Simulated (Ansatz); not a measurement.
CaO built on the rocksalt prototype, relaxed with r2SCAN: 10 runs in Ansatz, each a construction of maximally localised Wannier functions. The symmetry is Fm-3m (No. 225, cubic); a = 4.795 Å in the conventional setting, 13.78 Å³ an atom. Around Ca lie 6 O at 2.40 Å; around O lie 6 Ca at 2.40 Å. Calculated for a static, non-magnetic cell.

```
Ca O
1.0
     0.00000    2.39755    2.39755
     2.39755    0.00000    2.39755
     2.39755    2.39755    0.00000
Ca O
1 1
Direct
  0.00000 0.00000 0.00000
  0.50000 0.50000 0.50000
```

Windows count from the top of the filled bands; a dash means that no such window was set (without an outer window there is no disentanglement). Rows marked drawn have settings drawn at random (some not listed).

```
functional  SCF mesh         trial orbitals  functions   mesh  window (eV)  frozen (eV)  settings  Ω total (Å²)  Ω invariant (Å²)  largest spread (Å²)  least projectability  interpolation miss of the model's filled bands (eV, to the nearest computed level)
       PBE     8×8×8               O s, O p          4  6×6×6            –            –    chosen          4.19              3.70                 1.05                  0.89                                                                               0.011
       PBE     8×8×8               O s, O p          4  4×4×4            –            –    chosen          3.96              3.49                 0.99                  0.89                                                                               0.058
       PBE     8×8×8               O s, O p          4  8×8×8            –            –    chosen          4.28              3.78                 1.07                  0.89                                                                               0.002
       PBE     8×8×8                    O p          3  6×6×6            –            –    chosen          3.50              3.49                 1.17                  0.91                                                                               0.012
    r2SCAN     8×8×8               O s, O p          4  6×6×6            –            –    chosen          4.22              3.73                 1.05                  0.87                                                                               0.009
    r2SCAN     8×8×8                    O p          3  6×6×6            –            –    chosen          3.38              3.37                 1.13                  0.92                                                                               0.010
     HSE06     6×6×6               O s, O p          4  6×6×6            –            –    chosen          4.19              3.70                 1.05                  0.86                                                                                   –
       PBE     8×8×8     O p (plain search)          3  6×6×6            –            –     drawn          3.51              3.49                 1.17                  0.91                                                                               0.012
       PBE     8×8×8               O s, O p          4  5×5×5            –            –     drawn          4.11              3.62                 1.03                  0.89                                                                               0.032
       PBE     8×8×8  O p (loose tolerance)          3  6×6×6            –            –     drawn          3.50              3.49                 1.17                  0.91                                                                               0.012
```

For O s, O p with PBE the spread goes 3.96 Å² (4×4×4), 4.19 Å² (6×6×6), 4.28 Å² (8×8×8): finite differences on a coarse mesh understate it.
